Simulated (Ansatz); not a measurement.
ScPd₃N (anti-perovskite, Pm-3m) at seven volumes, r²SCAN in the plane-wave PAW code Ansatz, scaled uniformly. One row is withheld.

| V (Å³/atom) | P (GPa) |
|---|---|
| 13.267 | 20.48 |
| 13.705 | 12.43 |
| 14.142 | 5.67 |
| 14.580 | 0.00 |
| 15.017 | -4.75 |
| 15.454 | ? |
| 15.892 | -12.07 |

**Question.** Fit the shown pressures and predict the withheld one.

**Answer.** Third-order Birch–Murnaghan: P = (3/2)B₀(x^(7/2) − x^(5/2))[1 + (3/4)(B′ − 4)(x − 1)] with x = (V₀/V)^(2/3). Least squares on the six rows gives V₀ = 14.580 Å³/atom, B₀ = 172.6 GPa, B′ = 4.84. At V = 15.454, x = 0.9619 and P = -8.73 GPa. The run itself gave -8.73 GPa.

The start of the workflow was typed in or built on a structure type; neither database checked (COD, Materials Project) lists it. Its standing as an ambient phase is unchecked. The cell was relaxed with r²SCAN under the symmetry of its start; its stability against distortions is not shown here. The run is not spin-polarised.

Potentials: the later of the program's two PAW sets.
